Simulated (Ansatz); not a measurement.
Given:

BaMgF4:
```cif
data_Ba4F16Mg4
_chemical_formula_sum 'Ba4 Mg4 F16'
_space_group_name_H-M_alt 'Cmc21'
_space_group_IT_number 36
_space_group_name_Hall 'C 2c -2'
_cell_length_a 4.09145
_cell_length_b 14.57361
_cell_length_c 5.82281
_cell_angle_alpha 90.000
_cell_angle_beta 90.000
_cell_angle_gamma 90.000
loop_
_space_group_symop_operation_xyz
  'x, y, z'
  '-x, -y, z+1/2'
  '-x, y, z'
  'x, -y, z+1/2'
  'x+1/2, y+1/2, z'
  '-x+1/2, -y+1/2, z+1/2'
  '-x+1/2, y+1/2, z'
  'x+1/2, -y+1/2, z+1/2'
loop_
_atom_site_label
_atom_site_type_symbol
_atom_site_symmetry_multiplicity
_atom_site_Wyckoff_symbol
_atom_site_fract_x
_atom_site_fract_y
_atom_site_fract_z
_atom_site_occupancy
Ba1 Ba 4 a 0.00000 0.34924 0.14628 1
Mg1 Mg 4 a 0.00000 0.08442 0.18982 1
F1 F 4 a 0.00000 0.57913 0.20371 1
F2 F 4 a 0.00000 0.19722 0.38126 1
F3 F 4 a 0.00000 0.02848 0.50868 1
F4 F 4 a 0.00000 0.16361 0.91973 1
```
(The calculation used a cell of 12 atoms; values per cell refer to that cell.)

This is the PBEsol-relaxed structure.

### Question
All from PBEsol in the plane-wave PAW code Ansatz, unless another level is named. Give the smallest direct gap on the standard path.

### Answer
7.04 eV.

### Question
Next, the electron effective mass?

### Answer
0.48, 0.52, 0.56 mₑ (principal values).

### Question
Predict the band gap.

### Answer
6.98 eV (indirect).

### Question
Next, the hole effective mass?

### Answer
2.5, 10, 11 mₑ (principal values).

### Question
Next, the conduction-band minimum?

### Answer
at Γ.

Space group Cmc2_1. The workflow started from a Materials Project entry (that database holds measured and hypothetical structures alike); the Crystallography Open Database files this formula in space group No. 36, but the cells were not matched. Whether it is the stable phase at ambient conditions was not checked. Symmetry was held in the PBEsol relaxation; whether a distortion lowers the energy is not shown. Scalar-relativistic: spin–orbit coupling is off unless named, which matters more the heavier the elements.

Potentials: the earlier of the program's two PAW sets. The files were generated under PBE; for other functionals the program regenerates the frozen cores, and for LDA and PBEsol the local potential too.
